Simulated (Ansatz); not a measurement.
Relaxed HfO$_{2}$ (baddeleyite type, space group P2_1/c):

```
CELL_PARAMETERS angstrom
      5.16167     0.00000     0.00000
      0.00000     5.21254     0.00000
     -0.89783     0.00000     5.27699
ATOMIC_POSITIONS crystal
  Hf 0.27573 0.04291 0.20837
  Hf 0.72427 0.54291 0.29163
  Hf 0.72427 0.95709 0.79163
  Hf 0.27573 0.45709 0.70837
  O  0.06716 0.32866 0.34845
  O  0.93284 0.82866 0.15155
  O  0.93284 0.67134 0.65155
  O  0.06716 0.17134 0.84845
  O  0.44917 0.75722 0.47666
  O  0.55083 0.25722 0.02334
  O  0.55083 0.24278 0.52334
  O  0.44917 0.74278 0.97666
```

The atoms are displaced by Q × the pattern below (from a DFPT mode at Γ, largest move 1; Q in Å), at fixed cell.

| atom | x | y | z |
|---|---|---|---|
| Hf1 | 0.019 | -0.014 | -0.008 |
| Hf2 | 0.019 | 0.014 | -0.008 |
| Hf3 | -0.019 | 0.014 | 0.008 |
| Hf4 | -0.019 | -0.014 | 0.008 |
| O5 | -0.548 | 0.740 | 0.389 |
| O6 | -0.548 | -0.740 | 0.389 |
| O7 | 0.548 | -0.740 | -0.389 |
| O8 | 0.548 | 0.740 | -0.389 |
| O9 | -0.066 | -0.393 | -0.004 |
| O10 | -0.066 | 0.393 | -0.004 |
| O11 | 0.066 | 0.393 | 0.004 |
| O12 | 0.066 | -0.393 | 0.004 |

All values below come from PBE (plane waves to 420 eV, PAW, scalar-relativistic; Ansatz, a program for electronic structure). k mesh 5×5×5 (Γ-centred), Fermi-Dirac smearing 0.05 eV. Energies are smeared free energies. HfO2 is run without spin polarisation. HfO2 was relaxed with its symmetry unable to fall. Spin-orbit coupling is left out, though Hf is heavy. The PAW data are Ansatz's earlier set. The zero of ΔE is the undisplaced structure.

**Question.** Give the computed ΔE (meV/cell) and −dE/dQ from forces (eV/Å) at Q (Å) = -0.067, -0.033, -0.017, 0.033, 0.050, 0.067, 0.083, 0.100.

**Answer.** 
```tsv
Q (Å)	ΔE (meV/cell)	−dE/dQ from forces (eV/Å)
-0.067	335	10.096
-0.033	83	5.013
-0.017	21	2.503
0.033	83	-5.013
0.050	188	-7.542
0.067	335	-10.096
0.083	525	-12.684
0.100	758	-15.317
```

(A displaced cell: forces are minus the slopes of the energy, force constants its curvatures, and phonons follow from these.)
